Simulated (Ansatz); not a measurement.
**Be2S3: rattling a relaxed structure**

The structure comes from a proposed guess, relaxed at this level; another structure or a mixture of phases may lie lower.

The calculation used DFT PBE, scalar-relativistic, plane waves, PAW in Ansatz. Settings: cutoff 420 eV, Γ-centred mesh 10×10×6 on the computed 5-atom cell, Gaussian smearing of 0.01 eV; no spin polarisation.

The cell below (5 atoms, space group P-4m2 (No. 115)) is relaxed within its symmetry.

```
CELL_PARAMETERS angstrom
3.54980 0.00000 0.00000
0.00000 3.54980 0.00000
0.00000 0.00000 6.64577
ATOMIC_POSITIONS crystal
Be 0.50000 0.00000 0.81450
Be 0.00000 0.50000 0.18550
S 0.50000 0.50000 0.65413
S 0.50000 0.50000 0.34587
S 0.00000 0.00000 0.00000
```

For the test a repeat of it with 10 atoms (edges 3.55, 6.65, 7.10 Å) was strained at random (σ = 1.5 % a component), the atoms were moved at random (σ = 0.15 Å), and all was relaxed again on a coarse 6×4×4 mesh (in the run’s order of axes) with 0.20 eV smearing, with no symmetry imposed.

Problem. What happens?

Solution. It doesn't return. The energy falls by 33 meV/atom on that mesh, the volume changes by -3.8 %, and the end has space group Pc (No. 7) at a loose tolerance. Relaxed again on a 4×8×4 mesh with 0.02 eV smearing, the new structure lies 33 meV/atom below the first (mesh in the axes of the run's cell; the cell below is made exact in the group named). Space group Pc (No. 7), monoclinic, a = 6.581 Å, b = 3.512 Å, c = 6.970 Å, β = 91.4°. Be on its first site is surrounded by 4 S at 2.09–2.17 Å; Be on its second site is surrounded by 4 S at 2.09–2.16 Å; around S on its first site lie 2 Be at 2.09–2.13 Å and 1 S at 2.10 Å; around S on its second site lie 2 Be at 2.09–2.10 Å and 1 S at 2.10 Å; 1 more site not described.

```
Be S
1.0
     6.58105    0.00000    0.00000
     0.00000    3.51175    0.00000
    -0.16945    0.00000    6.96838
Be S
4 6
Cartesian
  5.1757 1.6184 6.8154
  5.2604 1.8933 3.3312
  1.1168 0.1246 5.2125
  1.2016 3.3871 1.7283
  4.1268 1.3180 5.0354
  4.2115 2.1937 1.5512
  2.1886 1.8715 5.6183
  2.2733 1.6403 2.1341
  -0.1653 3.3950 6.9371
  -0.0806 0.1168 3.4529
```
